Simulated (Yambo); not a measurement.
```
RhI3
1.0
    3.38487    -5.86555     0.00114
    3.38487     5.86555     0.00114
   -2.06430     0.00000     6.37220
Rh I
2 6
Cartesian
  3.38487  -3.91183   0.00114
  3.38487   3.91183   0.00114
  4.56767  -2.05684   1.50214
  0.13778   2.05684   4.87235
  0.13778  -2.05684   4.87235
  4.56767   2.05684   1.50214
  1.01073   0.00000   1.51633
  3.69472   0.00000   4.85816
```

RhI3 (space group C2/m, No. 12): mean Im ε in 1 eV windows above the direct gap of 1.54 eV, for different electron-hole kernels (Yambo, broadening 0.15 eV, norm-conserving PBEsol (Quantum ESPRESSO, 88 Ry, scalar-relativistic) bands; 4×4×2 mesh, 24 valence and 11 conduction bands, static screening with 141 bands and a 3 Ry block, scissor 0.67 eV, Tamm-Dancoff; field along x).

| window (eV) | independent quasiparticles | BSE |
|---|---|---|
| 1.5 to 2.5 | 7.4 | 11 |
| 2.5 to 3.5 | 13 | 10 |
| 3.5 to 4.5 | 6.9 | 5.3 |
| 4.5 to 5.5 | 3.0 | 3.1 |
| 5.5 to 6.5 | 3.3 | 4.1 |
| 6.5 to 7.5 | 5.0 | 5.4 |

This run doesn't resolve bound excitons or single peaks, so only averages are given, and they too depend on the mesh; weight that the attraction moves below the gap isn't listed. All transitions below 7.59 eV are in the band window. The scissor comes from a G0W0 run whose convergence isn't established.

Without spin-orbit coupling, band edges of such heavy elements can be off by tenths of an eV.

Geometry relaxed with PBE+D3(BJ).

The structure is a Materials Project entry; no match was found in the copy of COD used, and its stability was not checked.
